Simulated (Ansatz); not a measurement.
One crystal and one scan (energy against volume) at two levels, r2SCAN (plane waves to 500 eV, PAW, scalar-relativistic; Ansatz, a program for electronic structure) and PBE (plane waves to 420 eV, PAW, scalar-relativistic; Ansatz), each from its own relaxed cell and on its own mesh. The cell shown is that of r2SCAN.

Eu (bcc, W type)

```xyz
1
Lattice="-2.2250 2.2250 2.2250 2.2250 -2.2250 2.2250 2.2250 2.2250 -2.2250" Properties=species:S:1:pos:R:3 pbc="T T T"
Eu     0.0000     0.0000     0.0000
```

Equation-of-state scan: isotropic scaling of the cell above, V₀ being its volume. Symmetry pins the atoms to their sites.

The energy includes the smearing's −TS. Eu was relaxed with its symmetry unable to fall. Relaxed Eu ends ferromagnetic. The PAW data are Ansatz's earlier set. Other magnetic orders were not checked, so this need not be the ground state. The f-shell state is unchecked: a lower one may exist. (PBE) Relaxed Eu ends ferromagnetic. (r2SCAN) Relaxed Eu ends ferromagnetic. Percentages come from the unrounded values. Both scans cover V/V₀ from 0.900 to 1.100.

Results of r2SCAN:

- Lattice constant a (Å) = 4.450
- Magnetic moment of the relaxed cell (μB/cell) = 7.87
- Bulk modulus B₀ (third-order Birch-Murnaghan fit) (GPa) = 14.3
- Pressure derivative B₀′ (fit) = 3.5

### Question
Estimate the PBE values.

### Answer
```tsv
quantity	PBE	r2SCAN − PBE
Lattice constant a (Å)	4.381	+0.069 (+1.6 %)
Magnetic moment of the relaxed cell (μB/cell)	7.26	+0.61 (+8.4 %)
Bulk modulus B₀ (third-order Birch-Murnaghan fit) (GPa)	14.0	+0.3 (+2 %)
Pressure derivative B₀′ (fit)	3.7	-0.2 (-7 %)
```

r2SCAN gives the higher value for: lattice constant a; magnetic moment of the relaxed cell; bulk modulus B₀. Neither level is exact: the differences show how much the result hangs on the functional.

(A scan under strain: stresses follow from slopes of the energy per volume, elastic moduli from its curvatures.)
